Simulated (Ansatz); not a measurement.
E(M) for LiGdSe2 (R-3m)

```
CELL_PARAMETERS angstrom
2.05174 1.18457 6.46279
-2.05174 1.18457 6.46279
0.00000 -2.36915 6.46279
ATOMIC_POSITIONS crystal
Li 0.50000 0.50000 0.50000
Gd 0.00000 0.00000 0.00000
Se 0.75165 0.75165 0.75165
Se 0.24835 0.24835 0.24835
```

Geometry: a structure from the Materials Project; nothing is relaxed.

The runs share PBEsol, 6×6×6 k mesh, Fermi–Dirac smearing of 0.05 eV. PAW means Ansatz 0.2.0 on its default frozen-core files; LAPW is all-electron LAPW in Ansatz 0.2.0. Site moments are integrated in spheres about the atoms, whose radii differ between the methods. Start moments of the first PAW run (μB): Gd2 7.

Each run fixes M = N↑ − N↓ with two Fermi levels; the holding field B = (E_F↑ − E_F↓)/2μB is the slope of the free energy against M over μB. Energies count from each method's free run. The held moment starts on the atoms that carry the free run's moments.

**Question.** Does the cell keep a net moment when the moments are free, and how does its energy change with a held moment?

**Answer.** The free run ends with M = 7.00 μB per cell. 
| M (μB/cell) | ΔF PAW (meV/cell) | ΔF LAPW (meV/cell) | B, PAW (T) | largest site moment, PAW (μB) | pressure, PAW (GPa) |
| --- | --- | --- | --- | --- | --- |
| 5.95 | +1164.2 | – | -25118 | 6.53 | -1.6 |
| 7.70 | +840.7 | – | +24711 | 7.06 | -2.1 |
| 8.40 | +1938.9 | +1939.9 | +29221 | 7.22 | -1.8 |
| 9.45 | +3916.1 | +3917.8 | +36615 | 7.43 | -0.9 |

Against an unpolarised PAW run, spin polarisation gains 1917.3 meV per atom; the pressure goes from -3.0 to -1.9 GPa.

**Question.** Check μB·B = dF/dM between M = 7.70 and 8.40 μB with the PAW numbers.

**Answer.** ΔF/ΔM = +1098.2 meV / 0.70 = +1568.9 meV per μB, which is +27104 T with μB = 0.05788 meV/T. The mean of the two holding fields is +26966 T. The slope equals the mean of B over the step, so the two agree where B(M) is nearly straight between its ends, and here they lie within a tenth of each other.

Separate runs put a uniform field on the spins (g = 2):

```
field (T)  M PAW (μB/cell)
      500            7.000
     1000            7.000
```

The PAW files were made with PBE; the program remakes their cores once for the run's functional and then keeps them frozen. Without U a semilocal functional puts the f levels too near the Fermi level, which can change moments and the order of magnetic states; site and cell moments are spin moments. Spin–orbit coupling is left out although heavy atoms are present. With open f shells a run can end in a state that isn't the lowest. None of this fixes the real material's magnetic order: only patterns that fit the cell were computed, without spin fluctuations and on one mesh and smearing, with a functional that can overstate moments. Left out because they would open the f shell, whose fillings are many: PAW, total moment held at 0 μB; PAW, total moment held at 1.75 μB; PAW, total moment held at 3.5 μB; LAPW, total moment held at 3.5 μB; and 1 more.
